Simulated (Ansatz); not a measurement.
AlNi (CsCl type, Pm-3m) at seven volumes, plane-wave PAW PBEsol (Ansatz code), scaled uniformly. One row is withheld.

| V (Å³/atom) | P (GPa) |
|---|---|
| 10.671 | 20.00 |
| 11.022 | 12.24 |
| 11.374 | 5.63 |
| 11.726 | 0.00 |
| 12.078 | -4.80 |
| 12.430 | -8.89 |
| 12.781 | ? |

### Question
Fit the shown pressures and predict the withheld one.

### Answer
P = (3/2)B₀(x^(7/2) − x^(5/2))[1 + (3/4)(B′ − 4)(x − 1)] with x = (V₀/V)^(2/3). Least squares on the six rows gives V₀ = 11.726 Å³/atom, B₀ = 173 GPa, B′ = 4.33. At V = 12.781, x = 0.9442 and P = -12.37 GPa. The run itself gave -12.38 GPa.

The cell was relaxed with PBEsol under the symmetry of its start; of distortions, only those at the zone centre were tested. No spin polarisation was allowed.

Potentials: the later of the program's two PAW sets.
